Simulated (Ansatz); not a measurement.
Consider the following.

S:
```
S
1.0
    0.00000     6.34354    12.18964
    5.16441     0.00000    12.18964
    5.16441     6.34354     0.00000
S
32
Direct
  0.88557   0.76277   0.77406
  0.76277   0.88557   0.57760
  0.57760   0.77406   0.76277
  0.77406   0.57760   0.88557
  0.36443   0.48723   0.47594
  0.48723   0.36443   0.67240
  0.67240   0.47594   0.48723
  0.47594   0.67240   0.36443
  0.81911   0.93613   0.90225
  0.93613   0.81911   0.34251
  0.34251   0.90225   0.93613
  0.90225   0.34251   0.81911
  0.43089   0.31387   0.34775
  0.31387   0.43089   0.90749
  0.90749   0.34775   0.31387
  0.34775   0.90749   0.43089
  0.02023   0.88226   0.80016
  0.88226   0.02023   0.29735
  0.29735   0.80016   0.88226
  0.80016   0.29735   0.02023
  0.22977   0.36774   0.44984
  0.36774   0.22977   0.95265
  0.95265   0.44984   0.36774
  0.44984   0.95265   0.22977
  0.95093   0.06028   0.61993
  0.06028   0.95093   0.36886
  0.36886   0.61993   0.06028
  0.61993   0.36886   0.95093
  0.29907   0.18972   0.63007
  0.18972   0.29907   0.88114
  0.88114   0.63007   0.18972
  0.63007   0.88114   0.29907
```

This is the PBE+D3(BJ)-relaxed structure.

### Question
All from plane-wave PAW PBE+D3(BJ) (Ansatz code), unless another level is named. Give the band gap.

### Answer
1.92 eV (indirect).

### Question
Give the smallest direct gap on the standard path.

### Answer
2.06 eV.

### Question
What about the valence-band maximum?

### Answer
at Γ.

Space group Fddd (α-S8). Symmetry was held in the PBE+D3(BJ) relaxation.

Potentials: the later of the program's two PAW sets.
